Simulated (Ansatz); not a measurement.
Contact densities of V against volume

```xyz
1
Lattice="-1.5130 1.5130 1.5130 1.5130 -1.5130 1.5130 1.5130 1.5130 -1.5130" Properties=species:S:1:pos:R:3 pbc="T T T"
V     0.0000    0.0000    0.0000
```

The conventional cell has a = 3.026 Å, b = 3.026 Å, c = 3.026 Å, α = 90.00°, β = 90.00°, γ = 90.00°. Around V (atom 1) lie 8 V at 2.62 Å.

The cell comes from COD entry 7101267, which wasn't checked; take it as a given geometry.

Theory: DFT, PBEsol, all-electron PAW with datasets made for the crystal, scalar-relativistic (Ansatz 0.2.0).

The runs use a Γ-centred 19×19×19 k mesh, Fermi–Dirac smearing of 0.03 eV, cutoff 280 eV (chosen by the program for this cell), spin-polarised from start moments V 1.5 μB (the moments died away, and the run ended non-magnetic).

The contact density is the mean electron density over the nuclear volume; its changes follow the s electrons' response to bonding and compression. Changes below are taken from the unscaled cell, where it is 65896.9 e/Å³ at V.

Volumes at which the program chose other datasets or cutoffs are left out.

```
V/V(cell)  P (GPa)  Δρ(0) V (e/Å³)  cell moment (μB)
   0.9800     -8.7               ?              0.00
   0.9900    -10.3            0.20              0.00
   1.0000    -11.8            0.00              0.00
   1.0100    -13.3               ?              0.00
   1.0200    -14.7               ?              0.00
   1.0400    -17.3           -0.75              0.00
```

(1) Give the missing entry: row "1.0100", column "Δρ(0) V (e/Å³)".

(2) Give the missing entry: row "1.0200", column "Δρ(0) V (e/Å³)".

(3) Give the missing entry: row "0.9800", column "Δρ(0) V (e/Å³)".

The datasets are made afresh for each cell, so very small changes are uncertain.

Answers

(1) -0.19.

(2) -0.38.

(3) 0.39.
